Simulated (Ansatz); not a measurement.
A distorted cell of HfO$_{2}$ (fluorite):

```yaml
crystal:
  lattice:
    - [0.00000, 2.46727, 2.46727]
    - [2.46727, 0.00000, 2.46727]
    - [2.46727, 2.46727, 0.00000]
  atoms:
    - { symbol: Hf, position: [0.00000, 0.00000, 0.00000] }
    - { symbol: O, position: [0.25000, 0.25000, 0.25000] }
    - { symbol: O, position: [0.75000, 0.75000, 0.75000] }
```

All values below come from PBEsol (plane waves to 420 eV, PAW, scalar-relativistic; Ansatz, a first-principles code). k mesh 11×11×11 (Γ-centred), Fermi-Dirac smearing 0.05 eV. The energy includes the smearing's −TS. Compression counts positive. HfO2 is run without spin polarisation. HfO2 was relaxed with its symmetry unable to fall. Spin-orbit coupling is left out, though Hf is heavy. The PAW data are Ansatz's earlier set. This is a high-temperature form of HfO2.

Problem. Give the stress tensor in GPa and the pressure.

Solution. 
```
   20.1      0.0      0.0
    0.0     20.1      0.0
    0.0      0.0     20.1
```
The pressure, a third of the trace, is 20.1 GPa.

Problem. It is the relaxed cell scaled evenly to V/V₀ = 0.936, atoms relaxed where free. What is its energy relative to the relaxed cell?

Solution. 40.6 meV/atom.

(A scan under strain: stresses follow from slopes of the energy per volume, elastic moduli from its curvatures.)
